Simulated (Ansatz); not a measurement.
TiPd3:
```
CELL_PARAMETERS angstrom
      3.89288     0.00000     0.00000
      0.00000     3.89288     0.00000
      0.00000     0.00000     3.89288
ATOMIC_POSITIONS crystal
  Ti 0.00000 0.00000 0.00000
  Pd 0.00000 0.50000 0.50000
  Pd 0.50000 0.00000 0.50000
  Pd 0.50000 0.50000 0.00000
```

Relaxed with r²SCAN. Special points in fractions of this cell's reciprocal vectors: Γ (0.000, 0.000, 0.000); X (0.000, 0.500, 0.000); M (0.500, 0.500, 0.000); R (0.500, 0.500, 0.500).

Question: List the band energies nearest the Fermi level at these points for plane-wave PAW r²SCAN (Ansatz code).

Answer: In eV from the Fermi level; about four levels below and three above (degenerate sets whole), none deeper than 8.9 eV; points with the same levels are listed once.

```
k                                below                     above
-  -----------------------------------  ------------------------
Γ              -1.25 -0.74 -0.74 -0.74  1.16 1.16 1.73 1.73 1.73
X              -1.79 -0.74 -0.16 -0.16            0.58 0.68 1.67
M        -3.05 -3.05 -2.58 -2.36 -2.16            0.18 0.18 0.56
R  -1.13 -1.13 -1.13 -0.03 -0.03 -0.03       0.31 0.89 0.89 0.89
```

Space group Pm-3m (Cu3Au type). The workflow started from an entry of the Crystallography Open Database (COD). Its standing as an ambient phase is unchecked. The cell was relaxed with r²SCAN under the symmetry of its start; whether a distortion lowers the energy is not shown. No spin polarisation was allowed. Spin–orbit coupling is left out wherever it is not named.

Potentials: the later of the program's two PAW sets.
